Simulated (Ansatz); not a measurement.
Consider the following.

PbSe:
```xyz
2
Lattice="0.0000 3.4230 3.4230 3.4230 0.0000 3.4230 3.4230 3.4230 0.0000" Properties=species:S:1:pos:R:3 pbc="T T T"
Se     5.1345     5.1345     5.1345
Pb     0.0000     0.0000     0.0000
```

This is the r²SCAN-relaxed structure. x, y and z are the axes in which the lattice vectors are written.

**Question.** All from r²SCAN in the plane-wave PAW code Ansatz, unless another level is named. Estimate the bulk modulus (Birch–Murnaghan fit).

**Answer.** 33.8 GPa.

**Question.** And the piezoelectric stress constants (proper, relaxed ions, C/m²)?

**Answer.** e14 = e25 = e36 = 0.37.

Space group F-43m (zinc blende). A made-up cell: these elements were put on the sites of a structure type; neither database checked (COD, Materials Project) lists it. It is not the phase usual at ambient conditions (space group No. 225). Symmetry was held in the r²SCAN relaxation. At this level the phase is mechanically unstable. Spin–orbit coupling is left out wherever it is not named.

Potentials: the later of the program's two PAW sets.
